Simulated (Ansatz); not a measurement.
Here is the system:

ZrB2 (AlB2 type, space group P6/mmm)

```xyz
3
Lattice="3.1714 0.0000 0.0000 -1.5857 2.7465 0.0000 0.0000 0.0000 3.5413" Properties=species:S:1:pos:R:3 pbc="T T T"
Zr     0.0000     0.0000     0.0000
B      0.0000     1.8310     1.7707
B      1.5857     0.9155     1.7707
```

The atoms are displaced by Q × the pattern below (from a DFPT mode at Γ, largest move 1; Q in Å), at fixed cell.

```csv
atom,x,y,z
Zr1,0.000,0.000,0.237
B2,0.000,0.000,-1.000
B3,0.000,0.000,-1.000
```

Method: PBE (plane waves to 420 eV, PAW, scalar-relativistic; Ansatz, a quantum-chemistry and plane-wave program). k mesh 17×17×13 (Γ-centred), Fermi-Dirac smearing 0.05 eV. Energies are smeared free energies. With partly filled bands, energies and forces of such displacements shift with the k mesh and the smearing. ZrB2 is run without spin polarisation. ZrB2 was relaxed with its symmetry unable to fall. The zero of ΔE is the undisplaced structure.

The scan covers Q from -0.100 to 0.100 Å in 13 points.

Question: Is the energy the same for equal positive and negative displacements?

Answer: Even: the same for both signs.

Question: Which space group does the distorted structure have?

Answer: P6mm (No. 183), lowered from P6/mmm.

Question: What is the energy change at Q = 0.100 Å?

Answer: 109 meV/cell.

Question: What harmonic wavenumber does the curvature at Q = 0 give?

Answer: 468 cm⁻¹.

(A displaced cell: forces are minus the slopes of the energy, force constants its curvatures, and phonons follow from these.)
